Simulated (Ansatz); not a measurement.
## FeGe: do energies and stresses tell the same story?

Theory: DFT PBE, scalar-relativistic, plane waves, PAW in Ansatz 0.2.0.

Settings: cutoff 420 eV, Γ-centred mesh 8×8×8 on the computed 8-atom cell, Gaussian smearing of 0.10 eV; collinear spin from starting moments 1.27 1.27 1.27 1.27 0 0 0 0 μB.

Relaxed cell: P2_13, a = 4.663 Å, b = 4.663 Å, c = 4.663 Å, α = 90.00°, β = 90.00°, γ = 90.00°, 8 atoms in the primitive cell. Whether it is the stable form of this composition wasn't checked.

Energies at zero smearing and pressures from the stress tensor, at volumes with shape and atoms relaxed:
```csv
V (Å³/atom),E − E(first) (meV/atom),P (GPa)
11.916,0.00,11.72
12.296,-19.90,5.32
12.676,-25.93,0.02
13.057,-20.57,-4.22
13.437,-6.25,-7.57
```

Q: Check P = −dE/dV between neighbouring volumes, and get the bulk modulus from the pressures alone.

A: With 1 eV/Å³ = 160.2 GPa:
```json
{"middle V (Å³/atom)": "12.106", "−ΔE/ΔV (GPa)": "8.384", "mean P (GPa)": "8.519"}
{"middle V (Å³/atom)": "12.486", "−ΔE/ΔV (GPa)": "2.540", "mean P (GPa)": "2.671"}
{"middle V (Å³/atom)": "12.866", "−ΔE/ΔV (GPa)": "-2.257", "mean P (GPa)": "-2.099"}
{"middle V (Å³/atom)": "13.247", "−ΔE/ΔV (GPa)": "-6.034", "mean P (GPa)": "-5.892"}
```

The two differ by 0.16 GPa at most. The mean of two end pressures misses the average over a step by about ΔV² P″/12, up to 0.09 GPa here; with that taken off 0.08 GPa remains. The stress is the derivative of the free energy, not of the energy at zero smearing, and with free energies 0.01 GPa remains. Around V = 12.676 Å³/atom, the two neighbours give B = −V ΔP/ΔV = 12.676 × 9.54 / 0.761 = 159.0 GPa, against B0 = 157.8 GPa from the Birch–Murnaghan fit of the energies.

Only parallel moments were tried here.

Only this magnetic start was tried.

Cost: 6 runs of about 59 core-minutes in all, on Intel Xeon Processor @ 2.50GHz (Skylake/Cascade Lake) (shared hosts).